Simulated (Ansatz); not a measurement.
# Calculated field gradients at the nuclei for SiNi3

The cell is a computed structure from the Materials Project (it need not be an observed phase), atoms as given.

```cif
data_structure
_symmetry_space_group_name_H-M 'P 1'
_symmetry_Int_Tables_number 1
_cell_length_a 3.4637
_cell_length_b 3.4637
_cell_length_c 3.4637
_cell_angle_alpha 90.000
_cell_angle_beta 90.000
_cell_angle_gamma 90.000
_cell_volume 41.56
loop_
_atom_site_label
_atom_site_type_symbol
_atom_site_fract_x
_atom_site_fract_y
_atom_site_fract_z
_atom_site_occupancy
Si1 Si 0.00000 0.00000 0.00000 1
Ni2 Ni 0.00000 0.50000 0.50000 1
Ni3 Ni 0.50000 0.50000 0.00000 1
Ni4 Ni 0.50000 0.00000 0.50000 1
```

Atom numbers follow the list; atoms alike are taken as one site, whose name carries the number of the first.

Computed with Ansatz: DFT, PBE, plane waves and PAW, scalar-relativistic, collinear spin, 420 eV cutoff, Γ-centred 10×10×10 k-points, Fermi–Dirac smearing 0.05 eV. Start moments as typed (μB): 1.5 on each Ni, none on the rest.

C_Q = eQV_zz/h, which is 24.18 MHz for Q = 1 b and V_zz = 10²¹ V/m²; η = (V_xx − V_yy)/V_zz. ν_Q = 3|C_Q|/[2I(2I − 1)].

⁶¹Ni: I = 3/2, Q = 162.0 mb. Nuclear quadrupole moments: year-2017 set (Pyykkö).

**Question.** What field gradients does the calculation give at each kind of site?

**Answer.** 

```csv
site,atoms (order as listed),first shell,C_Q (MHz),η,ν_Q (MHz)
Ni,"2, 3, 4","4 Si at 2.45 Å, 8 Ni at 2.45 Å",-19.5,0.00,9.76
```

An axis of threefold or higher order runs through Ni, so V_zz lies along it and η is zero.

Si has no stable isotope with a ground-state quadrupole moment in the table, so these sites are left out.

At this cell the PBE pressure is 9 GPa, so with PBE the cell would grow if it were relaxed. The entry's cell may itself be off. The run finds no gap above 0.1 eV (a metal, or nearly one), so the gradients can move by 10 % or more with the k-mesh. With these PAW files V_zz is typically within 2 to 3 % of all-electron values, but misses above 10 % occur on Ni. The start moments die out, and the run ends without spin.

Hardware: 1 thread of AMD EPYC 9R45 96-Core Processor (Zen 5) (x86_64; 44 cores open to the job, memory cap 3.0 GiB, no GPU), a shared host with a load of 0.6 a core. Wall time 8.4 s, CPU time 8.4 s, peak memory 0.5 GiB.
